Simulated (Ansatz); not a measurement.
Fe3Co:
```cif
data_CoFe3
_chemical_formula_sum 'Fe3 Co1'
_space_group_name_H-M_alt 'P 1'
_space_group_IT_number 1
_cell_length_a 3.96395
_cell_length_b 3.96395
_cell_length_c 2.79699
_cell_angle_alpha 90.000
_cell_angle_beta 90.000
_cell_angle_gamma 90.000
loop_
_space_group_symop_operation_xyz
  'x, y, z'
loop_
_atom_site_label
_atom_site_type_symbol
_atom_site_fract_x
_atom_site_fract_y
_atom_site_fract_z
_atom_site_occupancy
Fe1 Fe 0.50000 0.50000 0.00000 1
Fe2 Fe 0.50000 0.00000 0.50000 1
Fe3 Fe 0.00000 0.50000 0.50000 1
Co1 Co 0.00000 0.00000 0.00000 1
```
The run is spin-polarised; directions of the spins, atom by atom: ↑ ↑ ↑ ↑.

Relaxed with PBEsol.

Task: Which orbitals make up the states near the Fermi level in the program Ansatz at the PBEsol level (PAW)?

Result: Within 0.5 eV of the Fermi level: Fe 3d 71 %, Co 3d 18 %. Projections are on Löwdin-orthogonalised atomic valence shells; empty p or d shells of many metals are not among them.

Task: Tabulate the density of states.

Result: States/eV per cell of 4 atoms, in 0.25 eV bins, energy from the Fermi level.

```
E (eV)  total  Fe 3d  Co 3d  Fe 4s
------  -----  -----  -----  -----
-7.85    0.29   0.00   0.00   0.20
-7.60    0.33   0.01   0.00   0.23
-7.35    0.38   0.01   0.00   0.26
-7.10    0.43   0.01   0.00   0.29
-6.85    0.48   0.02   0.01   0.31
-6.60    0.54   0.03   0.01   0.33
-6.35    0.60   0.05   0.02   0.36
-6.10    0.68   0.08   0.02   0.40
-5.85    0.81   0.13   0.04   0.45
-5.60    1.03   0.24   0.07   0.51
-5.35    1.91   0.78   0.26   0.60
-5.10    2.65   1.30   0.48   0.62
-4.85    3.39   1.81   0.70   0.63
-4.60    4.33   2.48   0.96   0.62
-4.35    3.16   1.84   0.69   0.44
-4.10    2.74   1.50   0.66   0.40
-3.85    6.03   3.83   1.57   0.40
-3.60    6.48   4.15   1.72   0.38
-3.35    5.92   3.64   1.64   0.37
-3.10    7.52   4.64   2.08   0.42
-2.85    7.15   4.95   1.55   0.35
-2.60    4.01   2.66   0.95   0.17
-2.35    3.45   1.96   1.20   0.09
-2.10    6.72   3.87   2.46   0.08
-1.85    8.60   5.34   2.81   0.10
-1.60   11.08   6.67   3.87   0.15
-1.35    9.63   6.47   2.55   0.19
-1.10   12.03   9.82   1.58   0.24
-0.85    7.60   5.85   1.20   0.22
-0.60    4.82   3.48   0.91   0.17
-0.35    3.72   2.67   0.67   0.15
-0.10    3.18   2.26   0.59   0.13
0.15     1.67   1.18   0.23   0.12
0.40     3.21   2.25   0.65   0.16
0.65     5.05   3.15   1.52   0.18
0.90     6.06   3.49   2.13   0.19
1.15     3.65   2.47   0.77   0.18
1.40     4.97   3.96   0.60   0.19
1.65     7.16   5.96   0.74   0.21
1.90     6.08   5.04   0.52   0.24
2.15     3.38   2.55   0.27   0.24
2.40     1.78   1.14   0.13   0.21
2.65     1.51   0.81   0.09   0.28
2.90     1.35   0.62   0.08   0.28
3.15     1.26   0.50   0.08   0.28
3.40     1.17   0.42   0.07   0.26
3.65     1.08   0.34   0.06   0.25
3.90     0.99   0.28   0.05   0.22
4.15     0.97   0.26   0.04   0.22
4.40     0.92   0.22   0.04   0.21
4.65     0.88   0.19   0.04   0.19
```

Space group P4/mmm. The workflow started from a Materials Project entry (that database holds measured and hypothetical structures alike); the Crystallography Open Database copy checked does not list it. Its standing as an ambient phase is unchecked. The cell was relaxed with PBEsol under the symmetry of its start; its stability against distortions is not shown here. Spin order of the final state: ferromagnetic, chosen from 5 collinear starts compared on coarse meshes (ties went to the first, and starts can fall back to one state), not a proven ground state.

Potentials: the later of the program's two PAW sets.
